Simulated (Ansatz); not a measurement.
Os:
```yaml
crystal:
  lattice:
    - [0.00000, 1.91021, 1.91021]
    - [1.91021, 0.00000, 1.91021]
    - [1.91021, 1.91021, 0.00000]
  atoms:
    - { symbol: Os, position: [0.00000, 0.00000, 0.00000] }
```

Relaxed with PBEsol.

### Question
List the phonon frequencies at the special points (DFPT on a 6×6×6 q-mesh, Fourier-interpolated; the program Ansatz at the PBEsol level (PAW)).

### Answer
In cm⁻¹.

```csv
q,frequencies
Γ,0 0 0
X,120 124 124
U,138 142 161
K,138 142 161
L,110 110 176
W,139 139 164
```

Space group Fm-3m (fcc (Cu type)). The workflow started from an entry of the Crystallography Open Database (COD), which files this formula under 2 space groups. It is not the phase usual at ambient conditions (space group No. 194). Symmetry was held in the PBEsol relaxation; its stability against distortions is not shown here. No spin polarisation was allowed. As this level gives no gap, phonon frequencies hold no LO–TO term and depend on the k-mesh and smearing (Fermi–Dirac, 0.1 eV here). Scalar-relativistic: spin–orbit coupling is off unless named, which matters more the heavier the elements.

Potentials: the earlier of the program's two PAW sets. The files were generated under PBE; for other functionals the program regenerates the frozen cores, and for LDA and PBEsol the local potential too.
